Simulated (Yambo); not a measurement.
A G0W0@PBEsol run in Yambo for AgI (zinc blende, space group F-43m, No. 216) (4×4×4 Γ-centred k mesh, bands 9 to 152 and a 6 Ry block in the screening, 152 bands in G with the Bruneval-Gonze terminator, plasmon pole fitted at 27.2 eV) gives these matrix elements, in eV, at the band edges (Γ → Γ):

| state | E0 | <Vxc> | <Σx> | <Σc(E0)> | Z |
|---|---|---|---|---|---|
| valence edge | 0.000 | -16.638 | -19.824 | 2.332 | 0.797 |
| conduction edge | 0.966 | -9.499 | -5.485 | -3.489 | 0.823 |

Task: Solve the linearised quasiparticle equation for both states, give the gap, and say how exchange and correlation each act on it.

Result: E = E0 + Z(Σx + Σc − Vxc). Valence: 0.000 + 0.797 × (-19.824 + (2.332) − (-16.638)) = -0.68 eV. Conduction: 0.966 + 0.823 × (-5.485 + (-3.489) − (-9.499)) = 1.40 eV. The gap is 2.08 eV, against 0.97 eV in PBEsol. Replacing Vxc by bare exchange alone would open it by 7.20 eV; correlation takes back 5.82 eV of that, and Z scales what is left. Nearest settings tried, and what they do to the gap: 74 bands in W: +110 meV. Not varied: bands in G, block, mesh. So the settings aren't converged at that level. 

Spin-orbit coupling is included.

Geometry relaxed with PBEsol; primitive cell a = b = c = 4.5578 Å, α = β = γ = 60.00°.
